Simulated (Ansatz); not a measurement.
# Computed properties of Sr2H3NO6

Sr₂H₃NO₆:
```cif
data_H3NO6Sr2
_chemical_formula_sum 'Sr2 H3 N1 O6'
_space_group_name_H-M_alt 'P-62m'
_space_group_IT_number 189
_space_group_name_Hall 'P -6 -2'
_cell_length_a 6.44680
_cell_length_b 6.44680
_cell_length_c 3.46844
_cell_angle_alpha 90.000
_cell_angle_beta 90.000
_cell_angle_gamma 120.000
loop_
_atom_site_label
_atom_site_type_symbol
_atom_site_symmetry_multiplicity
_atom_site_Wyckoff_symbol
_atom_site_fract_x
_atom_site_fract_y
_atom_site_fract_z
_atom_site_occupancy
Sr1 Sr 2 d 0.33333 0.66667 0.50000 1
H1 H 3 f 0.00000 0.30179 0.00000 1
N1 N 1 b 0.00000 0.00000 0.50000 1
O1 O 3 g 0.19328 0.19328 0.50000 1
O2 O 3 f 0.00000 0.45321 0.00000 1
```

Space group P-62m (No. 189); conventional cell a = 6.447 Å, b = 6.447 Å, c = 3.468 Å, α = 90.00°, β = 90.00°, γ = 120.00°.

Method: LDA (plane waves, PAW; program Ansatz). Geometry: relaxed at this level of theory. Other levels are named where they apply.

### Cell and energy

| Property | Value |
|---|---|
| Volume per atom | 10.40 Å³ |
| Density | 3.83 g/cm³ |
| Formation energy from the elements (no fitted shifts) | -1.73 eV/atom |

### Electronic structure

| Quantity | Value |
|---|---|
| Band gap | 2.69 eV (indirect) |
| Valence-band maximum | at K |
| Conduction-band minimum | at A |
| Smallest direct gap on the standard path | 3.10 eV |
| Electron effective mass | 1.9, 1.9, 2.4 mₑ (principal values) |

### Mechanics

| Quantity | Result |
|---|---|
| Bulk modulus (Birch–Murnaghan fit) | 70.8 GPa |
| Pressure derivative B′ | 4.9 |

### Dielectric response

| Item | Result |
|---|---|
| Electronic dielectric constant ε∞ (DFPT) | 3.10 (xx = yy), 2.79 (zz) |
| Born charges (a third of the trace) | Sr +2.47, H +0.30, N +1.96, O -1.49 to -1.11 e |

### Phonons

| Property | Value |
|---|---|
| Highest zone-centre frequency (without LO–TO term) | 3669 cm⁻¹ |
| Zone-centre stability | unstable, softest mode 61i cm⁻¹ |
| Dynamical stability on the path | unstable, down to 61i cm⁻¹ |

The workflow started from a Materials Project entry (that database holds measured and hypothetical structures alike); the Crystallography Open Database files this formula in space group No. 189, but the cells were not matched. Whether it is the stable phase at ambient conditions was not checked. The LDA relaxation kept the symmetry of its start. The references are the lowest solids computed at this level, not always the standard phases (solids in place of the gases). Scalar-relativistic: spin–orbit coupling is off unless named, which matters more the heavier the elements.

Potentials: the later of the program's two PAW sets.
